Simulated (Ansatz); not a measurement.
Elastic constants of MgS (Fm-3m) under pressure

```
Mg S
1.0
     0.00000    2.56418    2.56418
     2.56418    0.00000    2.56418
     2.56418    2.56418    0.00000
Mg S
1 1
Direct
  0.00000 0.00000 0.00000
  0.50000 0.50000 0.50000
```

This is the zero-pressure cell. At each pressure cell and atoms are relaxed in this structure, and the constants are slopes of the stress at strains of ±0.005 with relaxed ions (the coefficients that govern stability under load). Level: LDA, PAW on Ansatz 0.2.0's default frozen-core files (fitted under PBE), scalar-relativistic; k mesh 8×8×8, strains of ±0.005, fixed occupations, cutoff 420 eV. P is the pressure of the relaxed cell, less that of this one.

| P (GPa) | V/V₀ | C11 (GPa) | C12 (GPa) | C44 (GPa) |
| --- | --- | --- | --- | --- |
| 0.00 | 1.0000 | 164.2 | 43.0 | 57.0 |
| 0.96 | 0.9888 | 173.1 | 44.5 | 57.7 |
| 1.97 | 0.9777 | 182.3 | 45.9 | 58.4 |
| 4.00 | ? | ? | ? | ? |
| 6.96 | 0.9305 | 226.6 | 52.9 | 61.3 |
| 9.96 | 0.9068 | 252.6 | 56.9 | 62.8 |
| 14.96 | 0.8729 | 294.8 | 63.3 | 65.1 |

Question: Does the bulk modulus from the constants agree with the pressure-volume curve?

Answer: A third-order Birch-Murnaghan fit to the volumes shown (F against f, f = [(V₀/V)^(2/3) − 1]/2) gives B₀ = 83.4 GPa and B′ = 4.1. Its −V dP/dV stands beside (C11 + 2C12)/3:

```csv
P (GPa),from P(V),from the constants
0.00,83.4,83.4
0.96,87.3,87.3
1.97,91.3,91.4
6.96,110.8,110.8
9.96,122.1,122.1
14.96,140.6,140.5
```

Question: What are the pressure derivatives at zero pressure?

Answer: Slopes at V₀ of quadratic fits in −ln(V/V₀) through the first four rows shown, divided by B₀: dC11/dP = 9.3, dC12/dP = 1.5, dC44/dP = 0.7. The mean slopes up to 2.0 GPa are 9.2, 1.5, 0.7; curvature and scatter of the constants part the two. The combination (dC11/dP + 2 dC12/dP)/3 = 4.1 stands against B′.

Question: Fill the row at 4.00 GPa.

Answer: Cubic fits in −ln(V/V₀) through all rows shown give C11 = 200.5, C12 = 48.8, C44 = 59.6 GPa. Computed: V/V₀ = 0.9571, C11 (GPa) = 200.5, C12 (GPa) = 48.8, C44 (GPa) = 59.6.

Question: Does a shear stiffness soften?

Answer: C44 goes from 57.0 to 65.1 GPa; (C11 − C12)/2 goes from 60.6 to 115.7 GPa. Neither ends more than 3 % under its start, and the lattice stays mechanically stable over this range.

Known limits: no other phase was computed; many crystals of this kind change structure within this range, and rows or crossings beyond such a change describe a metastable lattice; frozen-core PAW files fitted under PBE, their cores solved anew for the functional of the run; phonons weren't checked at these pressures.
